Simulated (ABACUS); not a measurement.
A self-consistent single point of Ge (P6_3/mmc, 8 atoms in the cell; from Materials Project mp-1007760, changed as shown) with ABACUS.

Computed with PBEsol, numerical atomic orbitals DZP (confined pseudo-atomic orbitals with Gaussian additions; energy shift 0.003 Ry), PseudoDojo 0.4 standard norm-conserving PBEsol (tails mended) pseudopotentials run with ABACUS.

The change in words: lattice scaled by 1.02. Reference geometry (P6_3/mmc):
```xyz
8
Lattice="3.9976 0.0000 0.0000 0.0000 6.9240 0.0000 0.0000 0.0000 6.5994" Properties=species:S:1:pos:R:3 pbc="T T T"
Ge     1.9988     1.1540     0.4151
Ge     0.0000     2.3080     6.1843
Ge     0.0000     2.3080     3.7148
Ge     1.9988     1.1540     2.8846
Ge     0.0000     4.6160     0.4151
Ge     1.9988     5.7700     6.1843
Ge     1.9988     5.7700     3.7148
Ge     0.0000     4.6160     2.8846
```

Reference input (self-consistent single point, DFT, PBEsol, numerical atomic orbitals DZP (confined pseudo-atomic orbitals with Gaussian additions; energy shift 0.003 Ry), PseudoDojo 0.4 standard norm-conserving PBEsol (tails mended) pseudopotentials): basis = DZP numerical atomic orbitals, energy shift 0.003 Ry; KPT = Gamma 6 4 4 0 0 0; basis_type = lcao; ecutwfc = 100 Ry; smearing_method = fd; smearing_sigma = 0.00999582 Ry; potentials = PseudoDojo 0.4 standard norm-conserving PBEsol (tails mended); symmetry = 1; symmetry_prec = 1e-05; ks_solver = genelpa; scf_nmax = 100; scf_thr = 1.0e-07. This run's input differs from it in these lines:

```diff
@@ -28,8 +28,8 @@
 LATTICE_CONSTANT
-7.55435
+7.705438
 
 LATTICE_VECTORS
-   1.0000000342    0.0000000000    0.0000000000
-   0.0000000000    1.7320508699    0.0000000000
-   0.0000000000    0.0000000000    1.6508396874
+   0.9999999535    0.0000000000    0.0000000000
+   0.0000000000    1.7320507481    0.0000000000
+   0.0000000000    0.0000000000    1.6508395712
```

Output, abridged:

```
 SELF-CONSISTENT
 -------------------------------------------

                  longest orb rcut (Bohr) = 8.2
   longest nonlocal projector rcut (Bohr) = 1.94
                     search radius (Bohr) = 20.3

                          real space grid = [ 50, 90, 81 ]

                                 init_chg = atomic

 LCAO ALGORITHM --------------- ION=   1  ELEC=   1--------------------------------

 Density error is 0.0334579905602
 E_KohnSham     -1427.1391158623     -19417.2238144099
 E_Fermi        0.6101124209         8.3010053450

 LCAO ALGORITHM --------------- ION=   1  ELEC=   2--------------------------------

   [... lines left out ...]

   [... 4 blocks of this kind left out ...]

 LCAO ALGORITHM --------------- ION=   1  ELEC=   7--------------------------------

 Density error is 2.41193911382e-07
 E_KohnSham     -1427.1409342569     -19417.2485549376
 E_Fermi        0.6275734322         8.5385745917

 LCAO ALGORITHM --------------- ION=   1  ELEC=   8--------------------------------

 Density error is 3.6042964898e-08
 E_KohnSham     -1427.1409342568     -19417.2485549364
 E_KS(sigma->0) -1427.1397003564     -19417.2317668601
 E_entropy(-TS) -0.0024678008        -0.0335761526
 E_Fermi        0.6275732079         8.5385715391
 charge density convergence is achieved
 final etot is -19417.248555 eV
 EFERMI = 8.5385715391 eV

 STATE ENERGY(eV) AND OCCUPATIONS    NSPIN == 1
   [... 65 lines left out ...]

 TOTAL-FORCE (eV/Angstrom)
                       Ge1         0.0000000000        -0.0006023199        -0.0180431935
                       Ge2         0.0000000000         0.0006023199         0.0180431935
                       Ge3         0.0000000000         0.0006023199        -0.0180431935
                       Ge4         0.0000000000        -0.0006023199         0.0180431935
                       Ge5         0.0000000000        -0.0006023199        -0.0180431935
                       Ge6         0.0000000000         0.0006023199         0.0180431935
                       Ge7         0.0000000000         0.0006023199        -0.0180431935
   [... lines left out ...]

 TOTAL-STRESS (KBAR)
       -21.5225615902         0.0000000000         0.0000000000
         0.0000000000       -23.8793305666         0.0000000000
         0.0000000000         0.0000000000       -28.3476484197
 TOTAL-PRESSURE: -24.583180 KBAR

 --------------------------------------------
 !FINAL_ETOT_IS -19417.2485549363591417 eV
 --------------------------------------------
```

The run converged in 8 iterations. Against the reference run the free energy goes up by 6.5 meV/atom and the pressure goes from 1.17 to -2.46 GPa.

The atom-centred basis is finite, which shifts total energies and pressures against plane waves. The structure comes from a collection of computed structures, made at another level of theory; the collection holds predicted forms beside known ones. No clean gap shows at this smearing width and mesh (spacing up to 0.26 Å⁻¹); the mesh is coarse for partly filled bands, so the values carry mesh errors. Semi-local functionals can close small gaps.

Cost on one core: around 100 core-seconds (rough).

The atomic orbitals were generated for these runs; they are not ABACUS's published sets and were checked against plane waves on a few crystals only.

“Tails mended”: in these copies of the files the far tail of each local potential was reset to the Coulomb form.
